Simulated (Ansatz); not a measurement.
Nb (bcc, W type)

```yaml
crystal:
  lattice:
    - [-1.65147, 1.65147, 1.65147]
    - [1.65147, -1.65147, 1.65147]
    - [1.65147, 1.65147, -1.65147]
  atoms:
    - { symbol: Nb, position: [0.00000, 0.00000, 0.00000] }
```

E(V) scan at fixed shape, V₀ the volume above. Symmetry pins the atoms to their sites.

Method: r2SCAN (plane waves to 500 eV, PAW, scalar-relativistic; Ansatz, a program for electronic structure). k mesh 20×20×20 (Γ-centred), Fermi-Dirac smearing 0.05 eV. E stands for the smeared free energy. Stress and pressure are positive under compression. Nb is run without spin polarisation. Nb was relaxed with its symmetry unable to fall. The PAW data are Ansatz's earlier set. ΔE is measured from the relaxed starting cell. The last digit holds for this mesh only.

| V (Å³/atom) | ΔE (meV/atom) |
|---|---|
| 16.215 | 115.3 |
| 16.515 | withheld |
| 16.816 | 48.4 |
| 17.116 | 26.5 |
| 17.416 | 11.4 |
| 17.716 | 2.8 |
| 18.017 | 0.0 |
| 18.317 | 2.7 |
| 18.617 | 10.3 |
| 18.918 | 22.6 |
| 19.218 | 39.3 |
| 19.518 | 59.8 |
| 19.818 | 84.1 |

Q: Fit a third-order Birch-Murnaghan form (E₀, V₀, B₀, B₀′ free) to the given rows and predict ΔE at V = 16.515.

A: Least squares on the 12 given rows: ΔE = E₀ + (9V₀B₀/16)·y²·[2 + (B₀′ − 4)y], y = (V₀/V)^(2/3) − 1, with V₀ = 18.017 Å³/atom, B₀ = 173.9 GPa (160.2 GPa = 1 eV/Å³; the term in eV is multiplied by 1000), B₀′ = 3.72, E₀ = 0.00 meV/atom; root-mean-square residual 0.04 meV/atom. At 16.515 the fit gives 77.9 meV/atom; the calculation gives 77.8 meV/atom, so the interpolation is off by 0.1 (+0.1 %). For the pressure the fit gives 17.8 GPa against the computed 17.8 GPa.

(Under strain, the slope of the energy per volume gives the stress and its curvature an elastic modulus.)
